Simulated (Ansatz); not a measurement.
**Property card for SnTeO$_{3}$**

SnTeO$_{3}$:
```
CELL_PARAMETERS angstrom
      2.66617     1.53931     9.30906
     -2.66617     1.53931     9.30906
      0.00000    -3.07863     9.30906
ATOMIC_POSITIONS crystal
  Sn 0.71742 0.71742 0.71742
  Sn 0.21742 0.21742 0.21742
  Te 0.95685 0.95685 0.95685
  Te 0.45685 0.45685 0.45685
  O  0.60298 0.95881 0.21366
  O  0.95881 0.21366 0.60298
  O  0.21366 0.60298 0.95881
  O  0.71366 0.45881 0.10298
  O  0.45881 0.10298 0.71366
  O  0.10298 0.71366 0.45881
```

Space group R3c (No. 161); conventional cell a = b = 5.3323 Å, c = 27.9272 Å, α = β = 90.00°, γ = 120.00°.

Method: r²SCAN in the plane-wave PAW code Ansatz. The cell and atoms are relaxed at this level. Other levels are named where they apply.

Cell and energy:

```yaml
volume_per_atom: 22.92 Å³
density: 4.26 g/cm³
Formation energy from the elements (no fitted shifts): -1.09 eV/atom
```

Electronic structure:

```yaml
band_gap: 2.72 eV (indirect)
valence_band_maximum: at Γ
conduction_band_minimum: at F (3 equivalent valleys)
smallest_direct_gap_on_the_standard_path: 2.84 eV
hole_effective_mass: 0.47, 0.47, 2.1 mₑ (principal values)
```

Mechanics:

```yaml
Bulk modulus (Birch–Murnaghan fit): 5.9 GPa
Pressure derivative B′: 11.0
```

Charges:

```yaml
bader_charges: Sn +1.45, Te +2.32, O -1.25 e
```

The start of the workflow was typed in or built on a structure type; neither database checked (COD, Materials Project) lists it. Its standing as an ambient phase is unchecked. The r²SCAN relaxation kept the symmetry of its start; whether a distortion lowers the energy is not shown. The volume moved by 82 % from the start of the relaxation. The references are the lowest solids computed at this level, not always the standard phases (solids in place of the gases). Scalar-relativistic: spin–orbit coupling is off unless named, which matters more the heavier the elements.

Potentials: the earlier of the program's two PAW sets. The files were generated under PBE; for other functionals the program regenerates the frozen cores, and for LDA and PBEsol the local potential too.
